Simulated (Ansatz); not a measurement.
Relaxation of a generated cell, Ru built in the AFLOW prototype A_tI2_139_a (A_a); 1 atom in the cell, which starts as I4/mmm (No. 139), tI2; a = 3.201 Å, b = 3.201 Å, c = 2.636 Å, α = 90.00°, β = 90.00°, γ = 90.00°. Computed with r2SCAN (plane waves to 500 eV, PAW, scalar-relativistic; Ansatz, a first-principles code). Γ-centred k-mesh 16×16×16 on the run's cell (coarser than for final values), Fermi–Dirac smearing 0.05 eV. This is the first round of the run. 

The optimiser's lines from the output (shortened; P is positive under compression):

```
relax step   1: F+E_penalty+E_count = -5890.14110623 eV  Δ(F+E_penalty+E_count) = +0.000e0 eV  max|allowed force component| = 0.000e0 eV/Å  Δτ_max = 0.0000 Å  P = +12.319 GPa  Ω = 13.500 Å³  (7 SCF iters, dr2 threshold 1.00e-7 eV, accepted)
relax step   2: F+E_penalty+E_count = -5890.15462376 eV  Δ(F+E_penalty+E_count) = -1.352e-2 eV  max|allowed force component| = 0.000e0 eV/Å  Δτ_max = 0.0000 Å  P = -8.930 GPa  Ω = 14.421 Å³  (9 SCF iters, dr2 threshold 1.00e-7 eV, accepted)
relax step   3: F+E_penalty+E_count = -5890.16759137 eV  Δ(F+E_penalty+E_count) = -1.297e-2 eV  max|allowed force component| = 0.000e0 eV/Å  Δτ_max = 0.0000 Å  P = -0.925 GPa  Ω = 14.014 Å³  (7 SCF iters, dr2 threshold 1.00e-7 eV, accepted)
relax step   4: F+E_penalty+E_count = -5890.16775092 eV  Δ(F+E_penalty+E_count) = -1.595e-4 eV  max|allowed force component| = 0.000e0 eV/Å  Δτ_max = 0.0000 Å  P = -0.063 GPa  Ω = 13.969 Å³  (6 SCF iters, dr2 threshold 1.00e-7 eV, accepted)
relax step   5: F+E_penalty+E_count = -5890.16779196 eV  Δ(F+E_penalty+E_count) = -4.105e-5 eV  max|allowed force component| = 0.000e0 eV/Å  Δτ_max = 0.0000 Å  P = -0.019 GPa  Ω = 13.969 Å³  (4 SCF iters, dr2 threshold 1.00e-7 eV, accepted)
relax step   6: F+E_penalty+E_count = -5890.16779228 eV  Δ(F+E_penalty+E_count) = -3.164e-7 eV  max|allowed force component| = 0.000e0 eV/Å  Δτ_max = 0.0000 Å  P = +0.000 GPa  Ω = 13.969 Å³  (3 SCF iters, dr2 threshold 2.20e-9 eV, accepted)
relax step   7: F+E_penalty+E_count = -5890.16797706 eV  Δ(F+E_penalty+E_count) = -1.848e-4 eV  max|allowed force component| = 0.000e0 eV/Å  Δτ_max = 0.0000 Å  P = +0.015 GPa  Ω = 13.969 Å³  stress off target by 3.00e-2 GPa  SCF on the basis re-selected at this cell (its energy is not comparable with the rows above)  (7 SCF iters)
relax step   8: F+E_penalty+E_count = -5890.16797698 eV  Δ(F+E_penalty+E_count) = +8.765e-8 eV  max|allowed force component| = 0.000e0 eV/Å  Δτ_max = 0.0000 Å  P = +0.000 GPa  Ω = 13.969 Å³  (3 SCF iters, dr2 threshold 2.26e-9 eV, accepted)
relax step   9: F+E_penalty+E_count = -5890.16797727 eV  Δ(F+E_penalty+E_count) = -2.919e-7 eV  max|allowed force component| = 0.000e0 eV/Å  Δτ_max = 0.0000 Å  P = +0.000 GPa  Ω = 13.969 Å³  stress off target by 9.96e-4 GPa  SCF on the basis re-selected at this cell (its energy is not comparable with the rows above)  (4 SCF iters)
```

From the first to the last row the energy changes by -0.03 eV/atom and the volume by +3.5 %. The last row is marked as not comparable with the walk above it, whose basis was carried along; it does compare with step 1, since both stand on a basis selected at the nominal cutoff for their own cell.

Later rounds, restarted from the end of this one on a renewed k-mesh, logged 9 more steps and released under 0.01 eV/atom more. The final structure after all rounds: I4/mmm (No. 139), tI2, AFLOW prototype A_tI2_139_a (A_a); a = b = 3.200 Å, c = 2.729 Å, α = β = γ = 90.00°. Between re-selections the logged energies stand on a plane-wave basis carried along with the cell. No spin polarisation in the result.

The run could not lose the symmetry of its start: the end is stationary, and may be a saddle point rather than a minimum.

The relaxed structure here is a generated cell of Ru: the first start was made by placing the elements on the sites of a structure type, and the end was not matched to a known phase here, so it may be hypothetical. Known forms of Ru include space group No. 194.
